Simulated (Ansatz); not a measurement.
TcRu in space group P-6m2 (No. 187; Tc on 1a, Ru on 1d), plane-wave PAW r²SCAN (Ansatz code), all energies at zero smearing, with the estimated change up to a 700 eV cutoff added, with one set of potentials and settings (totals compare only within such a set). Cell of 2 atoms (1 Tc, 1 Ru): -11300.444 eV.

```tsv
element	reference phase	E (eV/atom)
Tc	P6_3/mmc, 2 atoms in the cell	-5409.6038
Ru	P6_3/mmc, 2 atoms in the cell	-5890.7039
```

Formation energy per atom, worked out: (-11300.444 − 1×(-5409.6038) − 1×(-5890.7039))/2 = -0.068 eV/atom (-7 kJ per mol of atoms), at 0 K, without zero-point energy or fitted corrections.

The first step of the workflow began from a Materials Project structure, measured or hypothetical; the Crystallography Open Database copy checked does not list it. With Tc and Ru taken as one species the cell has the higher symmetry P6_3/mmc, so it may be an ordered model of a mixed-site phase. Whether it is the stable phase at ambient conditions was not checked. The r²SCAN relaxation kept the symmetry of its start; its stability against distortions is not shown here. No spin polarisation was allowed. The references are the lowest solids computed at this level, not always the standard phases.

Potentials: the later of the program's two PAW sets.
